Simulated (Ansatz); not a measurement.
A relaxed cell of YN (Fm-3m (No. 225)), relaxed on a k-mesh at least as fine as the one used below. Calculation: r2SCAN (plane waves to 500 eV, PAW, scalar-relativistic; Ansatz, a first-principles code). Γ-centred k-mesh 8×8×4 on the run's cell (coarser than for final values), Fermi–Dirac smearing 0.05 eV.

```
YN
1.0
    0.00000     2.44784     2.44784
    2.44784     0.00000     2.44784
    4.89567     4.89567     0.00000
Y N
2 2
Cartesian
  0.00000   0.00000   0.00000
  2.44784   2.44784   0.00000
  2.44784   2.44784   2.44784
  4.89567   4.89567   2.44784
```

The atoms are displaced by (Å):

```csv
atom,ux,uy,uz
Y1,0.031,0.072,0.008
Y2,0.055,-0.260,-0.110
N3,0.048,-0.171,0.154
N4,0.034,0.026,-0.019
```

Task: What forces (eV/Å) and pressure result?

Result: 
```
atom     Fx     Fy     Fz
----  -----  -----  -----
Y1    -0.74  -2.30   0.84
Y2     0.75   1.51  -0.43
N3     0.50   1.76  -1.28
N4    -0.50  -0.97   0.87
```

Pressure +3.4 GPa.

Task: Estimate the energy cost of the displacement in the harmonic approximation and compare with the calculation.

Result: For a harmonic well ΔE = −½ Σ F·u = 0.509 eV a cell, or 127 meV/atom. The calculated energy relative to the undisplaced cell is +0.13 eV/atom, so the harmonic estimate holds well.

No spin polarisation in the result.

The run that gave the undisplaced cell could not lose the symmetry of its start; a randomly shaken copy of 4 atoms returns to this structure.
